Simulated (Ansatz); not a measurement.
B₂W in space group P6_3/mmc (No. 194; B on 4f, B on 2b, B on 2d, W on 4f) at seven volumes, PBEsol in the plane-wave PAW code Ansatz, shape and atoms relaxed at each. One row is withheld.

```csv
V (Å³/atom),P (GPa)
8.243,38.16
8.515,23.47
8.787,10.85
9.059,0.00
9.330,-9.33
9.602,?
9.874,-24.26
```

### Question
Fit the shown pressures and predict the withheld one.

### Answer
Third-order Birch–Murnaghan: P = (3/2)B₀(x^(7/2) − x^(5/2))[1 + (3/4)(B′ − 4)(x − 1)] with x = (V₀/V)^(2/3). Least squares on the six rows gives V₀ = 9.059 Å³/atom, B₀ = 334.7 GPa, B′ = 4.01. At V = 9.602, x = 0.9619 and P = -17.34 GPa. The run itself gave -17.36 GPa.

The workflow started from a Materials Project entry (that database holds measured and hypothetical structures alike); the Crystallography Open Database files this formula in space group No. 194, but the cells were not matched. Its standing as an ambient phase is unchecked. Symmetry was held in the PBEsol relaxation; whether a distortion lowers the energy is not shown. The run is not spin-polarised. Spin–orbit coupling is left out wherever it is not named.

Potentials: the later of the program's two PAW sets.
